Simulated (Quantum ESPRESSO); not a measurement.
# Band energies of Cs2CaH4

```xyz
7
Lattice="-2.3016 2.3016 7.7539 2.3016 -2.3016 7.7539 2.3016 2.3016 -7.7539" Properties=species:S:1:pos:R:3 pbc="T T T"
H      0.0000     0.0000    13.2046
H      0.0000     0.0000     2.3032
H      2.3016     0.0000     0.0000
H      0.0000     2.3016     0.0000
Ca     0.0000     0.0000     0.0000
Cs     0.0000     0.0000    10.0500
Cs     0.0000     0.0000     5.4578
```

norm-conserving PBEsol (Quantum ESPRESSO, 72 Ry, without SOC); path ΓXYSΓZS1NPY1Z,XP; energies in eV from the valence-band maximum.

```
k (1/Å)  point  band 12  band 13  band 14  band 15  band 16  band 17  band 18  band 19
-------  -----  -------  -------  -------  -------  -------  -------  -------  -------
0.00         Γ    -7.36    -2.70    -0.91    -0.78    -0.54     3.94     4.63     5.15
0.19              -7.35    -2.52    -0.89    -0.65    -0.49     4.02     4.16     4.80
0.58              -7.37    -1.61    -0.77    -0.51    -0.36     3.16     3.76     4.23
0.97         X    -7.47    -1.16    -0.74    -0.69    -0.64     3.25     3.88     4.16
0.97         Y    -7.47    -1.14    -0.74    -0.73    -0.63     3.29     3.91     4.17
1.38              -7.43    -1.52    -0.84    -0.50    -0.20     3.18     3.80     4.37
1.59         S    -7.37    -1.66    -0.87    -0.38    -0.07     2.87     3.97     4.35
1.77              -7.38    -1.73    -0.98    -0.26    -0.08     2.95     3.86     4.45
2.14              -7.36    -2.53    -0.91    -0.66    -0.48     3.94     4.27     5.04
2.33         Γ    -7.36    -2.70    -0.91    -0.78    -0.54     3.94     4.63     5.15
2.74         Z    -7.35    -2.31    -1.07    -0.92    -0.81     4.52     4.90     5.12
3.15              -7.35    -1.89    -0.85    -0.54    -0.45     3.40     4.18     4.47
3.36        S1    -7.37    -1.66    -0.87    -0.38    -0.07     2.87     3.97     4.35
3.36         N    -7.37    -1.64    -0.90    -0.38     0.00     2.85     3.86     4.29
3.53              -7.42    -1.55    -0.87    -0.48    -0.10     3.07     3.73     4.27
3.87              -7.46    -1.15    -0.77    -0.76    -0.55     3.32     4.03     4.08
4.04         P    -7.47    -1.15    -0.72    -0.72    -0.66     3.29     4.00     4.00
4.04        Y1    -7.47    -1.14    -0.74    -0.73    -0.63     3.29     3.91     4.17
4.29              -7.49    -1.32    -0.78    -0.76    -0.46     3.75     3.97     4.22
4.42              -7.49    -1.62    -0.81    -0.66    -0.46     3.79     4.07     4.28
4.67              -7.39    -2.12    -0.88    -0.82    -0.70     4.34     4.40     4.51
4.92         Z    -7.35    -2.31    -1.07    -0.92    -0.81     4.52     4.90     5.12
4.92         X    -7.47    -1.16    -0.74    -0.69    -0.64     3.25     3.88     4.16
5.12         P    -7.47    -1.15    -0.72    -0.72    -0.66     3.29     4.00     4.00
```

The PBEsol gap is 2.83 eV; at least one edge lies off the plotted path, at a point of the SCF mesh. The smallest direct gap is 2.85 eV. Another conduction extremum on the path lies within 0.02 eV, too close to call.

Geometry of the Materials Project entry, not relaxed at this level.

The structure is a Materials Project entry; no match was found in the copy of COD used, and its stability was not checked.
